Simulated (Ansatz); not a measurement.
BiBN₂ in space group P3m1 (No. 156; Bi on 1b, N on 1b, B on 1c, N on 1c) under volume change, DFT-r²SCAN in the program Ansatz with PAW potentials, shape and atoms relaxed at each volume.

| V (Å³/atom) | E − E(relaxed) (meV/atom) | P (GPa) |
|---|---|---|
| 10.900 | 41.1 | 13.99 |
| 11.259 | 16.5 | 8.14 |
| 11.619 | 3.7 | 3.49 |
| 11.978 | 0.0 | 0.00 |
| 12.337 | 2.9 | -2.46 |
| 12.697 | 10.3 | -3.94 |
| 13.056 | 20.0 | -4.61 |

Q: What does a third-order Birch–Murnaghan fit give for V₀, B₀ and B′?

A: V₀ = 11.99 Å³/atom, B₀ = 92.3 GPa, B′ = 10.8.

The start of the workflow was typed in or built on a structure type; neither database checked (COD, Materials Project) lists it. Whether it is the stable phase at ambient conditions was not checked. The r²SCAN relaxation kept the symmetry of its start; whether a distortion lowers the energy is not shown. The volume moved by 16 % from the start of the relaxation. Its formation energy is positive at this level, so the cell may be metastable or incomplete. Spin–orbit coupling is left out wherever it is not named.

Potentials: the earlier of the program's two PAW sets.
